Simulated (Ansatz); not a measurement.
KTlO2:
Space group R-3m, hexagonal axes (No. 166); a = b = 3.4491 Å, c = 18.3010 Å, α = β = 90.00°, γ = 120.00°

```json
[
 {"atom": "K", "site": "3b", "symmetry": "-3m", "x": "0.0000", "y": "0.0000", "z": "0.5000"},
 {"atom": "Tl", "site": "3a", "symmetry": "-3m", "x": "0.0000", "y": "0.0000", "z": "0.0000"},
 {"atom": "O", "site": "6c", "symmetry": "3m", "x": "0.0000", "y": "0.0000", "z": "0.2680"}
]
```
(The calculation used a cell of 4 atoms; values per cell refer to that cell.)

Relaxed with r²SCAN. 

**Question.** HSE06 on this cell (Ansatz, a program for electronic structure, PAW) gives a gap of 2.08 eV. What does r²SCAN give?

**Answer.** 1.30 eV.

Cost on shared cores: the r²SCAN run (SCF on a 9×9×9 mesh, then bands and DOS) very roughly 70 core-seconds, the HSE06 run (SCF on 7×7×7, then a few points) roughly 13 core-minutes; the tasks are unlike.

The workflow started from a Materials Project entry (that database holds measured and hypothetical structures alike); the Crystallography Open Database copy checked does not list it. Whether it is the stable phase at ambient conditions was not checked. The cell was relaxed with r²SCAN under the symmetry of its start; whether a distortion lowers the energy is not shown. Spin–orbit coupling is left out wherever it is not named.

Potentials: the later of the program's two PAW sets.

Ansatz is a plane-wave DFT program.
